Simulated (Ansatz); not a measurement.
Sr (fcc, Cu type)

```
Sr
1.0
    6.02892     0.00000     0.00000
    0.00000     6.02892     0.00000
    0.00000     0.00000     6.02892
Sr
4
Cartesian
  0.00000   0.00000   0.00000
  3.01446   3.01446   0.00000
  3.01446   0.00000   3.01446
  0.00000   3.01446   3.01446
```

Two-dimensional scan of atom 3 (Sr, nearest neighbour Sr at 4.263 Å; its periodic images, 6.0 Å or more away, move with it): u runs along (1.000, 0.000, 0.000), v along (0.000, 0.000, 1.000) (Cartesian). Cell and other atoms are fixed.

Level of theory: PBE (plane waves to 420 eV, PAW, scalar-relativistic; Ansatz, an electronic-structure program). k mesh 6×6×6 (Γ-centred), Fermi-Dirac smearing 0.05 eV. Points where atoms come too close for the PAW data are left out (x in tables, blank in figures). With partly filled bands, energies and forces of such displacements shift with the k mesh and the smearing. Fu and Fv are the components of the force on the atom. Sr was relaxed with its symmetry unable to fall. 

| Fv (eV/Å) | u = -1.070 | u = -0.535 | u = 0.000 | u = 0.535 | u = 1.070 |
|---|---|---|---|---|---|
| v = -1.070 | x | (withheld) | 1.89 | (withheld) | x |
| v = -0.535 | 1.29 | 1.05 | 0.98 | 1.05 | 1.29 |
| v = 0.000 | 0.00 | 0.00 | 0.00 | 0.00 | 0.00 |
| v = 0.535 | -1.29 | -1.05 | -0.98 | -1.05 | -1.29 |
| v = 1.070 | x | (withheld) | -1.89 | (withheld) | x |

### Question
Some entries are withheld; supply them.

### Answer

- v = -1.070, u = -0.535: 2.05
- v = -1.070, u = 0.535: 2.05
- v = 1.070, u = -0.535: -2.05
- v = 1.070, u = 0.535: -2.05

(For displaced atoms, the force is minus the slope of the energy, and its curvature is a force constant, which sets phonon frequencies.)
